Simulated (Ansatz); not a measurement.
CaSi:
```xyz
4
Lattice="2.2737 -5.3429 0.0000 2.2737 5.3429 0.0000 0.0000 0.0000 3.9031" Properties=species:S:1:pos:R:3 pbc="T T T"
Si     2.2737    -4.6091     2.9273
Si     2.2737     4.6091     0.9758
Ca     2.2737    -1.4758     2.9273
Ca     2.2737     1.4758     0.9758
```

Relaxed with r²SCAN.

Question: Map the valence electron density (e/Å³), cut off at 0.4 on the plane through (0.931, 0.069, 0.750) spanned by u = [0, 0, 1] and v = [1, -1, 0] in lattice vectors, from r²SCAN in the plane-wave PAW code Ansatz.

Answer: x is the fraction of u, y of v (the angle between them is 90°; rows are the nearest grid lines); atoms in the plane: Si at (0.00, 0.00), Si at (0.50, 0.14), Ca at (0.00, 0.71), Ca at (0.50, 0.43).
```
y \ x   0.000  0.100  0.200  0.250  0.350  0.450  0.550  0.650  0.750  0.800  0.900   1.00
------  -----  -----  -----  -----  -----  -----  -----  -----  -----  -----  -----  -----
1.00    0.033  0.176  0.384  0.350  0.222  0.159  0.159  0.222  0.350  0.384  0.176  0.033
0.925   0.400  0.380  0.252  0.187  0.097  0.059  0.059  0.097  0.187  0.252  0.380  0.400
0.850   0.144  0.125  0.086  0.069  0.045  0.034  0.034  0.045  0.069  0.086  0.125  0.144
0.775   0.400  0.400  0.227  0.103  0.043  0.039  0.039  0.043  0.103  0.227  0.400  0.400
0.700   0.400  0.400  0.400  0.400  0.084  0.067  0.067  0.084  0.400  0.400  0.400  0.400
0.625   0.400  0.400  0.134  0.082  0.063  0.069  0.069  0.063  0.082  0.134  0.400  0.400
0.550   0.063  0.058  0.050  0.050  0.064  0.092  0.092  0.064  0.050  0.050  0.058  0.063
0.450   0.070  0.071  0.141  0.362  0.400  0.400  0.400  0.400  0.362  0.141  0.071  0.070
0.375   0.043  0.044  0.073  0.152  0.400  0.400  0.400  0.400  0.152  0.073  0.044  0.043
0.300   0.032  0.036  0.049  0.060  0.092  0.124  0.124  0.092  0.060  0.049  0.036  0.032
0.225   0.049  0.064  0.117  0.160  0.277  0.374  0.374  0.277  0.160  0.117  0.064  0.049
0.150   0.124  0.153  0.250  0.321  0.312  0.087  0.087  0.312  0.321  0.250  0.153  0.124
0.0750  0.344  0.393  0.400  0.400  0.400  0.348  0.348  0.400  0.400  0.400  0.393  0.344
0.000   0.033  0.176  0.384  0.350  0.222  0.159  0.159  0.222  0.350  0.384  0.176  0.033
```

The density is the valence pseudo-density with augmentation charge, so density and ELF within about 1 Å of a nucleus are not all-electron values.

Space group Cmcm. The workflow started from an entry of the Crystallography Open Database (COD). Its standing as an ambient phase is unchecked. The cell was relaxed with r²SCAN under the symmetry of its start; whether a distortion lowers the energy is not shown.

Potentials: the later of the program's two PAW sets.
